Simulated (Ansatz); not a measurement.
Zn3CdS4:
Space group P-43m (No. 215); a = 5.411 Å, b = 5.411 Å, c = 5.411 Å, α = 90.00°, β = 90.00°, γ = 90.00°

| atom | site | symmetry | x | y | z |
|---|---|---|---|---|---|
| Zn | 3c | -42.m | 0.0000 | 0.5000 | 0.5000 |
| Cd | 1a | -43m | 0.0000 | 0.0000 | 0.0000 |
| S | 4e | .3m | 0.2624 | 0.2624 | 0.2624 |

This is the LDA-relaxed structure.

Problem. All from plane-wave PAW LDA (Ansatz code), unless another level is named. Give the formation energy from the elements (no fitted shifts).

Solution. -0.78 eV/atom.

Problem. Predict the band gap.

Solution. 1.73 eV (direct).

Problem. And the electron effective mass?

Solution. 0.15 mₑ (isotropic).

Problem. Predict the hole effective mass, band 1 of 3 at the edge.

Solution. 0.75 along [100], 4.0 along [110], 1.6 along [111] (mₑ).

Problem. Give the weight of the conduction-edge state by species (Voronoi cells).

Solution. Zn 44 %, S 41 %, Cd 15 %.

The first step of the workflow began from a Materials Project structure, measured or hypothetical; the Crystallography Open Database copy checked does not list it. With Zn and Cd taken as one species the cell has the higher symmetry F-43m, so it may be an ordered model of a mixed-site phase. Whether it is the stable phase at ambient conditions was not checked. The LDA relaxation kept the symmetry of its start; phonons on a q-mesh show no instability. The references are the lowest solids computed at this level, not always the standard phases. Scalar-relativistic: spin–orbit coupling is off unless named, which matters more the heavier the elements.

Potentials: the later of the program's two PAW sets.
